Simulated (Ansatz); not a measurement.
Notes on CuHgPdS

```xyz
16
Lattice="9.3038 0.0000 0.0000 0.0000 3.9328 0.0000 0.0000 0.0000 8.4420" Properties=species:S:1:pos:R:3 pbc="T T T"
Pd    2.3260    0.0000    3.9027
Pd    6.9779    0.0000    4.5392
Cu    0.8606    0.0000    1.8260
Cu    3.7913    0.0000    1.8260
Cu    5.5125    0.0000    6.6160
Cu    8.4432    0.0000    6.6160
Pd    2.3260    0.0000    0.1587
Pd    6.9779    0.0000    8.2832
S     0.0726    1.9664    6.4657
S     4.5794    1.9664    6.4657
S     4.7245    1.9664    1.9763
S     9.2313    1.9664    1.9763
Hg    2.3260    1.9664    6.6030
Hg    6.9779    1.9664    1.8389
Hg    0.0000    1.9664    4.2210
Hg    4.6519    1.9664    4.2210
```

Level: m-r2SCAN, no spin polarisation; 500 eV; 4×9×4 Γ-centred mesh; gaussian occupations (width 0.2005 eV); Ansatz 0.2.0, fixed geometry.

What does the stress say?

The pressure is 11.2 GPa (compression positive), so with the atoms held at these fractions the cell would first expand; the forces are large, so a full relaxation may end otherwise. The principal stresses 1.2, 15.8, 16.7 GPa differ, so its shape would change too.

Metal or insulator?

It is a metal, with about 8 states/eV a cell as the mean within 0.25 eV of the Fermi level.

Which element gives electrons and which takes them?

Bader charges in e: Cu +0.39, Hg +0.30 to +0.37, Pd -0.26, S -0.46. In the mean Cu gives up most and S takes most.

Describe some of the short contacts.

Cu–S at 2.18 Å: least valence density 0.64 e/Å³ and ELF 0.25 there. Cu–Pd at 2.22 Å: least valence density 0.62 e/Å³ and ELF 0.19 there. These are pseudo-fields; inside the PAW spheres they differ from the all-electron ones.

Origin: a known structure type with other elements, at an estimated volume, so it need not be a known compound. Caveats: many states at the Fermi level without spin polarisation, so a magnetic state may lie lower; atoms or cell far from equilibrium; wide smearing; m-r2SCAN is r2SCAN with a changed spin dependence that lowers moments.
